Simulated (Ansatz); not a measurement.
SnF4:
```yaml
crystal:
  lattice:
    - [-2.03467, 2.03467, 3.88697]
    - [2.03467, -2.03467, 3.88697]
    - [2.03467, 2.03467, -3.88697]
  atoms:
    - { symbol: Sn, position: [0.00000, 0.00000, 0.00000] }
    - { symbol: F, position: [0.75722, 0.75722, 0.00000] }
    - { symbol: F, position: [0.24278, 0.24278, 0.00000] }
    - { symbol: F, position: [0.50000, 0.00000, 0.50000] }
    - { symbol: F, position: [0.00000, 0.50000, 0.50000] }
```

Relaxed with r²SCAN+D4. Special points in fractions of this cell's reciprocal vectors: Γ (0.000, 0.000, 0.000); X (0.000, 0.000, 0.500); P (0.250, 0.250, 0.250); N (0.000, 0.500, 0.000); M (0.500, 0.500, -0.500); S (0.319, 0.681, -0.319); S0 (-0.319, 0.319, 0.319); R (-0.137, 0.137, 0.500); G (0.500, 0.500, -0.137).

### Question
List the band energies nearest the valence-band maximum at these points for DFT-r²SCAN+D4 in the program Ansatz with PAW potentials.

### Answer
In eV from the valence-band maximum; about four levels below and three above (degenerate sets whole), none deeper than 8.9 eV; … stands for higher levels left out; points with the same levels are listed once.

```json
[
 {"k": "Γ", "below": "-1.20 -1.20 -1.15 -0.21 -0.21", "above": "4.22 12.81 …"},
 {"k": "X", "below": "-0.84 -0.56 -0.25 0.00", "above": "8.78 9.85 …"},
 {"k": "P", "below": "-1.04 -1.04 -1.03 -0.09 -0.09", "above": "8.79 …"},
 {"k": "N", "below": "-0.76 -0.74 -0.59 -0.48", "above": "6.96 10.46 …"},
 {"k": "M", "below": "-0.99 -0.99 -0.15 -0.15", "above": "5.47 11.50 …"},
 {"k": "S", "below": "-1.00 -0.79 -0.47 -0.22", "above": "6.67 11.16 …"},
 {"k": "R", "below": "-1.06 -0.53 -0.37 -0.03", "above": "7.72 10.91 …"}
]
```

Space group I4/mmm. The workflow started from a Materials Project entry (that database holds measured and hypothetical structures alike); the Crystallography Open Database files this formula in space group No. 139, but the cells were not matched. Whether it is the stable phase at ambient conditions was not checked. Symmetry was held in the r²SCAN+D4 relaxation; its stability against distortions is not shown here. Scalar-relativistic: spin–orbit coupling is off unless named, which matters more the heavier the elements.

Potentials: the later of the program's two PAW sets.
